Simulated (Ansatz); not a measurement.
Computed with DFT PBE, scalar-relativistic, plane waves, PAW in Ansatz 0.2.0. All cells share a 420 eV cutoff and Γ-centred k meshes spaced at most about 0.3 Å⁻¹ (about 0.25 or finer for metals, 2π included). No spin polarisation in the final relaxations.

Each of these unrelaxed guesses is relaxed in cell and atoms within its symmetry. A guess keeps its type if space group and coordination stay and the shape of the cell changes little (axis ratios within about 15 %, angles within 6°); the volume may change.

1. Ca2Ge2N

```
CELL_PARAMETERS angstrom
4.29195 0.00000 0.00000
-2.14597 3.71694 0.00000
0.00000 0.00000 6.94787
ATOMIC_POSITIONS crystal
Ca 0.00000 0.00000 0.24528
Ca 0.00000 0.00000 0.75472
Ge 0.33333 0.66667 0.50000
Ge 0.66667 0.33333 0.50000
N 0.00000 0.00000 0.50000
```

2. Al2SiO

```
CELL_PARAMETERS angstrom
3.30962 0.00000 0.00000
0.00000 3.30962 0.00000
0.00000 0.00000 4.83086
ATOMIC_POSITIONS crystal
Al 0.50000 0.50000 0.68650
Al 0.50000 0.50000 0.31350
Si 0.50000 0.50000 0.00000
O 0.00000 0.00000 0.50000
```

3. AlB2As3

```
CELL_PARAMETERS angstrom
-1.82212 1.82212 7.73060
1.82212 -1.82212 7.73060
1.82212 1.82212 -7.73060
ATOMIC_POSITIONS crystal
Al 0.00000 0.00000 0.00000
B 0.66667 0.66667 0.00000
B 0.33333 0.33333 0.00000
As 0.75000 0.25000 0.50000
As 0.41667 0.91667 0.50000
As 0.08333 0.58333 0.50000
```

4. Al2B2As

```
CELL_PARAMETERS angstrom
5.57970 0.00000 0.00000
0.00000 5.57970 0.00000
0.00000 0.00000 3.66878
ATOMIC_POSITIONS crystal
Al 0.36240 0.86240 0.50000
Al 0.13760 0.36240 0.50000
Al 0.63760 0.13760 0.50000
Al 0.86240 0.63760 0.50000
B 0.16190 0.66190 0.50000
B 0.33810 0.16190 0.50000
B 0.83810 0.33810 0.50000
B 0.66190 0.83810 0.50000
As 0.00000 0.00000 0.00000
As 0.50000 0.50000 0.00000
```

Q: Which keep their type?

A: Guesses 1 and 3 keep their type.

```
guess  kept  start group  end group  V start (Å³/atom)  V end  b/a and c/a, end over start  nearest neighbours start  nearest neighbours end
    1   yes       P6/mmm     P6/mmm               22.2   28.5                   1.00, 1.15           Ca 1, Ge 6, N 2         Ca 1, Ge 6, N 2
    2    no       P4/mmm     P4/mmm               13.2   14.6                   1.00, 2.09           Al 1, O 8, Si 2        Al 9, O 12, Si 6
    3   yes        I-4m2      I-4m2               17.1   16.8                   1.00, 1.04           Al 4, As 4, B 4         Al 4, As 4, B 4
    4    no       P4/mbm     P4/mbm               11.4   14.9                   1.00, 0.62          Al 3, As 16, B 3        Al 3, As 18, B 3
```

Neighbours count within 15 % of an atom's shortest distance; end groups are read at 0.02 Å (0.05 Å in metals).

Cells relaxed within their symmetry can be saddle points.
